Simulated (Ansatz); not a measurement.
Fields on a plane of IrO2 (rutile)

```
IrO2
1.0
    4.47186     0.00000     0.00000
    0.00000     4.47186     0.00000
    0.00000     0.00000     3.15377
Ir O
2 4
Cartesian
  0.00000   0.00000   0.00000
  2.23593   2.23593   1.57689
  1.38091   1.38091   0.00000
  3.61684   0.85502   1.57689
  0.85502   3.61684   1.57689
  3.09095   3.09095   0.00000
```

The slice is a (-1 2 0) plane (indices of the conventional cell) through the point (0.500, 0.500, 0.500) (fractional), spanned by u = [001] and v = [210] in vectors of this cell: u (3.15 Å) and v (10.00 Å, at 90° to u). It covers one period; positions are fractions (u, v).

Atoms on it: Ir at (0.00, 0.00); O at (0.00, 0.66), 0.1 Å off the plane; O at (0.00, 0.34), 0.1 Å off the plane. Other atoms lie within 1 Å of the plane.

The numbers are results of PBEsol (plane waves to 420 eV, PAW, scalar-relativistic; Ansatz, a program for electronic structure), not measurements. k mesh 11×11×15. These are valence fields of a PAW run, semicore shells included where kept as valence: close to a nucleus they are smooth pseudo fields. IrO2 is run without spin polarisation and with no Hubbard U. IrO2 was relaxed with its symmetry unable to fall. Spin-orbit coupling is left out, though Ir is heavy. The PAW data are Ansatz's earlier set.

```tsv
v \ u	0.00	0.22	0.44	0.67	0.89
0.93	x	<4.0	x	x	x
0.86	9.3	9.2	x	x	9.6
0.79	11.6	10.5	7.3	8.8	11.5
0.71	x	5.8	<4.0	<4.0	x
0.64	x	x	4.1	5.9	x
0.57	10.6	11.6	11.3	11.5	10.9
0.50	12.8	12.8	12.8	12.8	12.8
0.43	10.6	11.6	11.3	11.5	10.9
0.36	x	x	4.1	5.9	x
0.29	x	5.8	<4.0	<4.0	x
0.21	11.6	10.5	7.3	8.8	11.5
0.14	9.3	9.2	x	x	9.6
0.07	x	<4.0	x	x	x
0.00	x	x	6.8	<4.0	x
```

Values: electrostatic potential energy of an electron, from the cell's mean, in eV. Points within 0.8 Å of a nucleus are blanked (x), as the pseudised field means little there. Values under 4 eV are set to 4. The zero, the cell's mean, hangs on the PAW cores.

```
v \ u  0.00  0.11  0.22  0.33  0.44  0.56  0.67  0.78  0.89
-----  ----  ----  ----  ----  ----  ----  ----  ----  ----
0.86   0.19  0.14  0.36  0.77  0.81  0.81  0.77  0.36  0.14
0.71   0.81  0.81  0.53  0.20  0.44  0.44  0.20  0.53  0.81
0.57   0.69  0.57  0.21  0.06  0.07  0.07  0.06  0.21  0.57
0.43   0.69  0.57  0.21  0.06  0.07  0.07  0.06  0.21  0.57
0.29   0.81  0.81  0.53  0.20  0.44  0.44  0.20  0.53  0.81
0.14   0.19  0.14  0.36  0.77  0.81  0.81  0.77  0.36  0.14
0.00      x     x  0.59  0.23  0.09  0.09  0.23  0.59     x
```

Values: electron localisation function (ELF). Points within 0.4 Å of a nucleus are blanked (x), as the pseudised field means little there.
